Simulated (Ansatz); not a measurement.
Rb2WCl6 in space group Fm-3m (No. 225; W on 4a, Rb on 8c, Cl on 24e), plane-wave PAW LDA (Ansatz code), all energies at zero smearing, with the estimated change up to a 700 eV cutoff added, with one set of potentials and settings (totals compare only within such a set). Cell of 9 atoms (1 W, 2 Rb, 6 Cl): -22748.124 eV.

```json
[
 {"element": "W", "reference phase": "Im-3m, 1 atoms in the cell", "E (eV/atom)": "-10129.8416"},
 {"element": "Rb", "reference phase": "Im-3m, 1 atoms in the cell", "E (eV/atom)": "-3170.7586"},
 {"element": "Cl", "reference phase": "Cmce, 4 atoms in the cell", "E (eV/atom)": "-1044.0601"}
]
```

Formation energy per atom, worked out: (-22748.124 − 1×(-10129.8416) − 2×(-3170.7586) − 6×(-1044.0601))/9 = -1.378 eV/atom (-133 kJ per mol of atoms), at 0 K, without zero-point energy or fitted corrections.

The workflow started from an entry of the Crystallography Open Database (COD, 293 K). Whether it is the stable phase at ambient conditions was not checked. Symmetry was held in the LDA relaxation; of distortions, only those at the zone centre were tested. No spin polarisation was allowed. The references are the lowest solids computed at this level, not always the standard phases (solids in place of the gases). Scalar-relativistic: spin–orbit coupling is off unless named, which matters more the heavier the elements.

Potentials: the later of the program's two PAW sets.
